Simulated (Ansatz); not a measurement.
Input file for Ansatz (a first-principles code):

Ansatz 0.2 input:
```yaml
crystal:
  lattice:
    - [2.0018602188, -5.5883587687, 0.0]
    - [2.0018602188, 5.5883587687, 0.0]
    - [0.0, 0.0, 4.0039274731]
  atoms:
    - { symbol: Sn, position: [0.8774053873, 0.1225946127, 0.25] }
    - { symbol: Sn, position: [0.1225946127, 0.8774053873, 0.75] }
    - { symbol: S, position: [0.6470104579, 0.3529895421, 0.25] }
    - { symbol: S, position: [0.3529895421, 0.6470104579, 0.75] }
kpoints:
  mp_grid: { grid: [11, 11, 10] }
basis: { xc_grid: 2 }
hamiltonian:
  xc: lda
  pseudopotentials: { kind: paw }
scf:
  occupations: { method: gaussian, width: 0.05 }
checkpoint: { read: metal.run }
output: { bader: true, populations: true }
```

Output (shortened):

```
Pseudopotentials: kind: paw
Pseudopotential: Sn, paw, valence charge 14
Pseudopotential: S, paw, valence charge 6
Functional definition: SPW92
Crystal: 4 atoms, lattice volume = 89.585 Å³
Basis set: ecut = 420 eV, 1745 PW (Γ), exchange–correlation on 80×80×54 points (8 copies of the dense FFT grid, shifted against one another)
Bands: 28, of which v1, the nominal top of the filled ones, is band 20 counted from 1 (19 counted from 0)
Symmetry: 8 space group operations
Space group: Cmcm (ITA 63), of the structure as read, at distance tolerance 4.5e-5 Å
k-points: 216 of 1210
PAW frozen core: Sn, regenerated for the run's functional, and the local potential with it
PAW frozen core: S, regenerated for the run's functional, and the local potential with it
Initial density: read from a saved state, or passed on in memory by an earlier SCF of this step, an earlier step, the calling program or the single point that …
Stability of the state it starts from, as read at its close in the unpolarized treatment …
Initial wavefunctions: pseudopotential atomic-orbital guess
Eigensolver: davidson
Functional: x = slater, c = lda
iter 1 solved again at ethr=6.29e-7 eV; its pass at ethr=3.10e-3 eV (dr2=2.52e-4 eV) is discarded
SCF iter   1: F=—  HF=-13500.019699 eV  |F-HF|=—  |Δ(HF+E_count)|=         —  Δρ=2.66e-6  dr2=3.42e-9  ethr=6.29e-7  ⟨swp⟩=2.4  Hψ=44590  notcnv=0
all-band conjugate gradients solve this SCF's bands
preconditioner: auto → Resta (q_TF=auto, 2.385 Å⁻¹)
SCF iter   2: F=—  HF=-13500.019699 eV  |F-HF|=—  |Δ(HF+E_count)|=   4.30e-7  Δρ=1.58e-6  dr2=1.43e-9  ethr=8.55e-12  ⟨swp⟩=6.6  Hψ=26043  notcnv=0
SCF iter   3: F=-13500.019699 eV  HF=-13500.019699 eV  |F-HF|=4.51e-10  |Δ(HF+E_count)|=  4.84e-10  Δρ=9.87e-7  dr2=4.90e-10  ethr=3.58e-12  ⟨swp⟩=1.0  Hψ=16378  notcnv=0
SCF 1 converged in 3 iterations: F = -13500.019699 eV  dr2 = 4.90e-10
SCF converged after 3 iterations
Free energy (F): -13500.019699 eV
Harris-Foulkes:  -13500.019699 eV  (|F-HF|=4.51e-10)
Internal energy: -13500.019647 eV  (E = F + TS)
E sigma→0 (E₀):  -13500.019673 eV
Entropy (-TS):   -0.000053 eV (-0.013 meV/atom)
Fermi energy:    9.343389 eV
--- Per-component energies (eV) ---
  E_band       = -172.645047
  E_kinetic    = 589.066095
  E_local      = -2018.777934  (includes V_loc(G=0)·N_el)
  E_nonlocal   = 2.664108
  E_hartree    = 1170.974229
  E_xc         = -953.034803
  E_vxc        = -375.350790  (∫ρ·V_xc dr)
  E_paw        = -9121.880787  (= ΣΔE_a)
  E_vpaw       = -712.194577  (= ΣTr[D̂ρ^β])
  E_aug_tail   = 0.000002  (compensation charges beyond the density's cutoff)
  E_ewald      = -3170.186750
  E_core_change = 1.156192  (= ΣΔE_core)
  E_smearing   = -0.000053  (= −TS)
  E_closure    = 0.000000  (closes the sum)
  Σ components = -13500.019699   (vs F -13500.019699, Δ=0.00e0)
  [band-id]    e_kinetic+e_local+e_nonlocal+2·e_hartree+e_vxc+e_vpaw+e_augmentation_tail = -172.644637   (vs E_band -172.645047, Δ=4.10e-4)
--- Band table (eV; the first three rows and the last of 216) ---
  k-point 0: bands = ["-12.1709", "-12.1582", "-12.1429", "-12.1351", "-12.1335", "-12.1297", "-12.1025", "-12.0876", "-12.0830", "-12.0349", "-5.1175", "-3.0387", "3.0691", "3.1624", "4.3681", "5.1121", "5.5318", "6.3707", "6.9802", "8.4212", "12.5115", "13.2256", "13.3693", "14.0098", "14.6615", "14.9595", "15.1319", "15.3499"]
  k-point 1: bands = ["-12.1665", "-12.1571", "-12.1467", "-12.1357", "-12.1320", "-12.1295", "-12.1019", "-12.0865", "-12.0821", "-12.0377", "-5.0521", "-3.0402", "2.7380", "3.2167", "4.1269", "5.3811", "5.6117", "6.4409", "7.1666", "8.3617", "12.5356", "12.9942", "13.3886", "13.6382", "13.8705", "14.5778", "15.0126", "15.9217"]
  k-point 2: bands = ["-12.1553", "-12.1548", "-12.1501", "-12.1410", "-12.1379", "-12.1200", "-12.1009", "-12.0839", "-12.0802", "-12.0456", "-4.8605", "-3.0652", "2.1299", "3.1916", "3.7776", "5.8045", "5.8438", "6.6344", "7.5874", "8.2138", "12.0926", "12.1833", "12.6405", "13.4806", "13.7894", "13.8755", "14.9409", "16.6255"]
  k-point 215: bands = ["-12.1571", "-12.1571", "-12.1463", "-12.1463", "-12.1193", "-12.1193", "-12.0838", "-12.0838", "-12.0682", "-12.0682", "-3.6790", "-3.6790", "0.8744", "0.8744", "6.8190", "6.8190", "7.0112", "7.0112", "8.0389", "8.0389", "11.1688", "11.1688", "11.4770", "11.4770", "12.0236", "12.0236", "16.8993", "16.8993"]
  band table: 28 of 28 bands, residual norms ≤ 1.0e-3 eV
--- Löwdin populations: 4 sites ---
  site symbol       q [e]
     0     Sn     13.5897
     1     Sn     13.5897
     2      S      6.3293
     3      S      6.3293
  spilling = 0.004053 (of n_electrons = 40.000000)
--- Bader charges: 4 sites ---
  site symbol  charge [e]  shift [e]
     0     Sn      0.9346     0.0003
     1     Sn      0.9347     0.0003
     2      S     -0.9347     0.0003
     3      S     -0.9346     0.0003
  shift: an alarm, by how much a part of what the PAW files miss would move the charge. Where it is large, compare
  with a run on PAW files of another source; a small one proves nothing
  estimated error of the sums over rays = 3.3e-4 e
```

Cost: about 80 core-seconds (a rough figure) on shared cores.

The workflow started from a Materials Project entry (that database holds measured and hypothetical structures alike); the Crystallography Open Database files this formula in space group No. 63, but the cells were not matched. It is not the phase usual at ambient conditions (space group No. 62). Symmetry was held in the LDA relaxation; its stability against distortions is not shown here. A crystal of weakly bound layers computed without a dispersion correction: the cell and the soft elastic constants depend strongly on that. Spin–orbit coupling is left out wherever it is not named.

Potentials: the later of the program's two PAW sets.

Ansatz is a plane-wave DFT program.
